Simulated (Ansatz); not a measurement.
RhPb₂:
```
RhPb2
1.0
   -3.33712     3.33712     2.91211
    3.33712    -3.33712     2.91211
    3.33712     3.33712    -2.91211
Rh Pb
2 4
Direct
  0.25000   0.25000   0.00000
  0.75000   0.75000   0.00000
  0.66525   0.16525   0.83049
  0.16525   0.33475   0.50000
  0.33475   0.83475   0.16951
  0.83475   0.66525   0.50000
```

Relaxed with PBEsol.

### Question
Map the electron localisation function on the plane through (0.250, 0.250, 0.000) spanned by u = [0, 0, 1] and v = [1, -1, 0] in lattice vectors, from plane-wave PAW PBEsol (Ansatz code).

### Answer
x is the fraction of u, y of v (the angle between them is 90°; rows are the nearest grid lines); atoms in the plane: Rh at (0.00, 0.00), Rh at (0.00, 0.50), Pb at (0.50, 0.92), Pb at (0.50, 0.58).
```
y \ x   0.000  0.107  0.179  0.286  0.357  0.464  0.536  0.643  0.714  0.821  0.893   1.00
------  -----  -----  -----  -----  -----  -----  -----  -----  -----  -----  -----  -----
1.00    0.781  0.671  0.301  0.284  0.321  0.392  0.392  0.321  0.284  0.301  0.671  0.781
0.925   0.558  0.359  0.236  0.313  0.361  0.004  0.004  0.361  0.313  0.236  0.359  0.558
0.850   0.250  0.234  0.208  0.302  0.395  0.256  0.256  0.395  0.302  0.208  0.234  0.250
0.775   0.238  0.194  0.130  0.154  0.300  0.374  0.374  0.300  0.154  0.130  0.194  0.238
0.700   0.258  0.213  0.149  0.202  0.334  0.359  0.359  0.334  0.202  0.149  0.213  0.258
0.625   0.222  0.221  0.226  0.318  0.400  0.051  0.051  0.400  0.318  0.226  0.221  0.222
0.550   0.720  0.539  0.258  0.302  0.373  0.030  0.030  0.373  0.302  0.258  0.539  0.720
0.450   0.720  0.538  0.242  0.226  0.230  0.282  0.282  0.230  0.226  0.242  0.538  0.720
0.375   0.222  0.254  0.275  0.270  0.222  0.138  0.138  0.222  0.270  0.275  0.254  0.222
0.300   0.258  0.300  0.363  0.405  0.372  0.362  0.362  0.372  0.405  0.363  0.300  0.258
0.225   0.238  0.303  0.389  0.404  0.387  0.382  0.382  0.387  0.404  0.389  0.303  0.238
0.150   0.250  0.285  0.303  0.321  0.306  0.220  0.220  0.306  0.321  0.303  0.285  0.250
0.0750  0.558  0.366  0.226  0.208  0.169  0.174  0.174  0.169  0.208  0.226  0.366  0.558
0.000   0.781  0.671  0.301  0.284  0.321  0.392  0.392  0.321  0.284  0.301  0.671  0.781
```

The density is the valence pseudo-density with augmentation charge, so density and ELF within about 1 Å of a nucleus are not all-electron values.

Space group I4/mcm. The workflow started from an entry of the Crystallography Open Database (COD). Whether it is the stable phase at ambient conditions was not checked. The cell was relaxed with PBEsol under the symmetry of its start; its stability against distortions is not shown here. The run is not spin-polarised. Spin–orbit coupling is left out wherever it is not named.

Potentials: the later of the program's two PAW sets.
